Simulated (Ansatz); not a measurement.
**Question.** VBiO$_{4}$ in space group I4_1/a (No. 88; Bi on 4a, V on 4b, O on 16f) is relaxed with DFT-PBEsol in the program Ansatz with PAW potentials. What lattice parameters of the conventional cell result?

**Answer.** a = 5.107 Å, c = 11.578 Å.

**Question.** Give the free coordinates with the occupied sites.

**Answer.** In one choice of origin and axes:

```json
[
 {"atom": "Bi", "site": "4a", "symmetry": "-4..", "x": "0.0000", "y": "0.0000", "z": "0.0000"},
 {"atom": "V", "site": "4b", "symmetry": "-4..", "x": "0.0000", "y": "0.0000", "z": "0.5000"},
 {"atom": "O", "site": "16f", "symmetry": "1", "x": "0.2505", "y": "0.1397", "z": "0.1708"}
]
```

**Question.** Is it a metal or does it have a gap at this level?

**Answer.** A gap of 2.09 eV, indirect.

The measured cell (COD 9012062, doi:10.1016/0025-5408(72)90227-9; 566 K, pressure taken as ambient) has 12.94 Å³ per atom; the computed volume differs by -2.8 %, which includes thermal expansion and zero-point motion.

Symmetry was held in the PBEsol relaxation. The workflow began spin-polarised and lost its moments. No Hubbard U is applied. Spin–orbit coupling is left out wherever it is not named.

Potentials: the later of the program's two PAW sets.
